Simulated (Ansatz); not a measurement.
AgI (zinc blende, F-43m), the program Ansatz at the LDA level (PAW). The conduction-band minimum lies at Γ, with 1 equivalent valley. Second derivatives d²E/dk² of the lowest band at one valley (eV·Å²), along Cartesian directions:

```csv
direction,d²E/dk²
[100],57.03
[010],57.03
[001],57.03
[110],56.98
[101],56.98
[011],56.98
```

Problem. Find the principal effective masses, the density-of-states mass and the conductivity mass.

Solution. Off-diagonal terms follow from H_xy = H[110] − (H_xx + H_yy)/2, and m*/mₑ = 7.620 eV·Å² over each eigenvalue: 0.13, 0.13, 0.13. One valley's DOS mass (m₁m₂m₃)^(1/3) = 0.13, conductivity mass 3/(Σ 1/mᵢ) = 0.13 mₑ.

Problem. What effective density of states Nc follows at 300 K for parabolic valleys?

Solution. Nc = 2.509e19 × 1 × (0.13)^(3/2) ≈ 1.2e18 cm⁻³.

Problem. With the computed static dielectric constant 7.26 (mean of the diagonal), estimate a hydrogenic donor's binding energy and radius.

Solution. E = 13.606 eV × 0.13/7.26² ≈ 34 meV; a = 0.529 Å × ε/m* ≈ 30 Å. Semilocal masses tend to be too small where the gap is.

Problem. With ε∞ = 5.93 and ω_LO = 130 cm⁻¹, what Fröhlich coupling constant follows?

Solution. α = (1/ε∞ − 1/ε0) √(m* × 13.606 eV/ħω_LO) = 0.32.

The cell was relaxed with LDA under the symmetry of its start; phonons on a q-mesh show no instability. The run is not spin-polarised. Spin–orbit coupling is left out wherever it is not named.

Potentials: the later of the program's two PAW sets.
